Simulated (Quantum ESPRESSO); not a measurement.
**Kohn-Sham bands of YSi2 (C2/c)**

```yaml
crystal:
  lattice:
    - [2.80695, -2.80575, 0.00000]
    - [2.80695, 2.80575, 0.00000]
    - [-2.70330, 0.00000, 7.31417]
  atoms:
    - { symbol: Y, position: [0.62554, 0.37446, 0.75000] }
    - { symbol: Y, position: [0.37446, 0.62554, 0.25000] }
    - { symbol: Si, position: [0.04299, 0.79141, 0.58513] }
    - { symbol: Si, position: [0.95701, 0.20859, 0.41487] }
    - { symbol: Si, position: [0.20859, 0.95701, 0.91487] }
    - { symbol: Si, position: [0.79141, 0.04299, 0.08513] }
```

Cell from Materials Project (mp-12769), symmetrised, no further relaxation. Not found in the COD (Crystallography Open Database) copy used, which has the formula in other groups; not checked further. The atoms lie within 0.1 Å of the higher space group I4_1/amd. Computed values, not measurements, from LDA: Quantum ESPRESSO (norm-conserving PseudoDojo potentials, cutoff 58 Ry, no spin polarisation, no spin-orbit coupling) on a Γ-centred 6×6×4 mesh, then Wannier90. Density: 8×8×4 mesh, cold smearing 0.01 Ry.

List the Kohn-Sham levels between −8 and 3.0 eV relative to the Fermi level at the high-symmetry points, as a band run of pw.x on that density gives them (levels within 2 meV counted together).


| point | k (reciprocal lattice) | levels (eV) |
|---|---|---|
| Γ | 0.000 0.000 0.000 | -3.59, -3.44, -3.43, -2.37, -2.30, -2.30, -1.15, -0.94, -0.46, 0.97, 1.64, 1.77, 1.77, 1.78, 1.79, 2.43 |
| A | 0.000 0.000 0.500 | -6.38 (×2), -3.42 (×2), -2.32 (×2), -2.05 (×2), 1.07 (×2), 1.40 (×2), 1.98 (×2), 1.99 (×2), 2.44 (×2) |
| I_2 | -0.463 0.463 0.500 | -7.77 (×2), -4.76 (×2), -3.56 (×2), -2.92 (×2), -0.08 (×2), 1.99 (×2) |
| I | -0.537 -0.463 0.500 | -7.77 (×2), -4.76 (×2), -3.56 (×2), -2.92 (×2), -0.08 (×2), 1.99 (×2) |
| M_2 | -0.500 -0.500 0.500 | -7.79 (×2), -4.77 (×2), -3.53 (×2), -2.97 (×2), -0.06 (×2), 1.98 (×2) |
| Y | -0.500 0.500 0.000 | -7.79, -7.79, -4.80, -4.74, -3.53 (×2), -3.00, -2.94, -0.13, 0.02, 1.95, 2.01 |
| L_2 | -0.500 0.000 0.500 | -6.32, -4.71, -4.51, -3.70, -1.95, -1.88, -1.64, -0.61, -0.25, 0.72, 1.45, 1.77, 2.37 |
| V_2 | -0.500 0.000 0.000 | -6.33, -4.73, -4.52, -3.70, -1.91, -1.88, -1.57, -0.60, -0.21, 0.75, 1.28, 1.71, 2.31 |
